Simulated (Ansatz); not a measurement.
**Property card for IrRu**

IrRu:
```xyz
2
Lattice="1.3416 0.7746 4.3915 -1.3416 0.7746 4.3915 0.0000 -1.5491 4.3915" Properties=species:S:1:pos:R:3 pbc="T T T"
Ru     0.0000     0.0000     6.5872
Ir     0.0000     0.0000     0.0000
```

Space group R-3m (No. 166); conventional cell a = 2.6832 Å, b = 2.6832 Å, c = 13.1744 Å, α = 90.00°, β = 90.00°, γ = 120.00°.

Method: PBEsol in the plane-wave PAW code Ansatz. Geometry: relaxed at this level of theory. Other levels are named where they apply.

**Cell and energy**

* **Volume per atom**: 13.69 Å³
* **Density**: 17.79 g/cm³
* **Formation energy from the elements (no fitted shifts)**: -0.011 eV/atom

**Electronic structure**

- Electronic character = metallic (no gap)
- Density of states at the Fermi level = 0.89 states/eV per atom (mean over ±0.08 eV)
- Gap with spin–orbit coupling = none (metallic)

**Mechanics**

- Bulk modulus (Birch–Murnaghan fit) = 366 GPa
- Pressure derivative B′ = 4.9
- Elastic constants (relaxed ions, GPa) = C11 = 728, C12 = 205, C13 = 171, C14 = -51.9, C33 = 753, C44 = 225
- Mechanical stability = stable (all eigenvalues of C positive)
- Hill bulk and shear moduli = 367 and 247 GPa
- Young's modulus = 605 GPa
- Poisson's ratio = 0.23
- Debye temperature from the elastic constants = 513 K

**Phonons**

* **Highest zone-centre frequency**: 205 cm⁻¹
* **Zone-centre stability**: no imaginary mode at Γ

The workflow started from a Materials Project entry (that database holds measured and hypothetical structures alike); the Crystallography Open Database copy checked does not list it. With Ru and Ir taken as one species the cell has the higher symmetry Fm-3m, so it may be an ordered model of a mixed-site phase. Its standing as an ambient phase is unchecked. The PBEsol relaxation kept the symmetry of its start. The run is not spin-polarised. As this level gives no gap, shear constants depend on the k-mesh and smearing (Fermi–Dirac, 0.1 eV here). As this level gives no gap, phonon frequencies hold no LO–TO term and depend on the k-mesh and smearing (Fermi–Dirac, 0.1 eV here). Axis ratios of metals converge slowly with the k-mesh, so a and c are less sure than the volume. On the denser mesh and wider smearing of the elastic run this cell carries a stress of 0.4 GPa. The references are the lowest solids computed at this level, not always the standard phases. Spin–orbit coupling is left out wherever it is not named.

Potentials: the later of the program's two PAW sets.
